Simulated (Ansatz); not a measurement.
Rb (omega (AlB2-type)): energy against volume

Theory: Ansatz 0.2.0, DFT, BLYP, plane waves (420 eV) with PAW, scalar-relativistic. (PAW data from PBE, frozen cores regenerated.)

The cell is scaled uniformly from the relaxed one, with fractional coordinates and shape fixed. Energies are extrapolated to zero smearing, pressures are those at the given smearing. Magnetic state: spin not included.

A Birch-Murnaghan fit gives V₀ = 96.21 Å³/atom, B₀ = 2.3 GPa, B₀′ = 4.1.

Task: What are the energy above the minimum and the pressure at 88.634 Å³/atom?

Result: 4.8 meV/atom and 0.23 GPa as computed.

Task: What are the energy above the minimum and the pressure at 92.488 Å³/atom?

Result: 1.1 meV/atom and 0.10 GPa as computed.

Task: What are the energy above the minimum and the pressure at 104.049 Å³/atom?

Result: 3.9 meV/atom and -0.14 GPa as computed.
